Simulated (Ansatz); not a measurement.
Sn:
```cif
data_Sn8
_chemical_formula_sum 'Sn8'
_space_group_name_H-M_alt 'Fd-3m :1'
_space_group_IT_number 227
_space_group_name_Hall 'F 4d 2 3 -1d'
_cell_length_a 6.47374
_cell_length_b 6.47374
_cell_length_c 6.47374
_cell_angle_alpha 90.000
_cell_angle_beta 90.000
_cell_angle_gamma 90.000
loop_
_atom_site_label
_atom_site_type_symbol
_atom_site_symmetry_multiplicity
_atom_site_Wyckoff_symbol
_atom_site_fract_x
_atom_site_fract_y
_atom_site_fract_z
_atom_site_occupancy
Sn1 Sn 8 a 0.00000 0.00000 0.00000 1
```
(The calculation used a cell of 2 atoms; values per cell refer to that cell.)

Relaxed with LDA in the plane-wave PAW code Ansatz. Indices refer to the conventional cell of Fd-3m, a = b = c = 6.4737 Å, α = β = γ = 90.00°.

Q: Simulate the powder diffraction pattern (Cu Kα, λ = 1.54184 Å; lines above 1 %) up to 2θ = 90°.

A: Simulated powder pattern, Cu Kα, λ = 1.54184 Å (kinematic, ideal powder, no thermal factors, no anomalous dispersion; the 30 strongest lines at most, above 1 %, up to 2θ = 90°):

```json
[
 {"2θ (°)": "23.81", "d (Å)": "3.738", "I/Imax (%)": "100", "hkl": "(111)"},
 {"2θ (°)": "39.37", "d (Å)": "2.289", "I/Imax (%)": "80", "hkl": "(220)"},
 {"2θ (°)": "46.53", "d (Å)": "1.952", "I/Imax (%)": "49", "hkl": "(311)"},
 {"2θ (°)": "56.89", "d (Å)": "1.618", "I/Imax (%)": "13", "hkl": "(400)"},
 {"2θ (°)": "62.54", "d (Å)": "1.485", "I/Imax (%)": "20", "hkl": "(331)"},
 {"2θ (°)": "71.38", "d (Å)": "1.321", "I/Imax (%)": "26", "hkl": "(422)"},
 {"2θ (°)": "76.45", "d (Å)": "1.246", "I/Imax (%)": "15", "hkl": "(511)+(333)"},
 {"2θ (°)": "84.70", "d (Å)": "1.144", "I/Imax (%)": "8.4", "hkl": "(440)"},
 {"2θ (°)": "89.58", "d (Å)": "1.094", "I/Imax (%)": "15", "hkl": "(531)"}
]
```

This is a known low-temperature phase of the composition, computed here at zero pressure and temperature. The LDA relaxation kept the symmetry of its start; whether a distortion lowers the energy is not shown. Spin–orbit coupling is left out wherever it is not named.

Potentials: the earlier of the program's two PAW sets. The files were generated under PBE; for other functionals the program regenerates the frozen cores, and for LDA and PBEsol the local potential too.
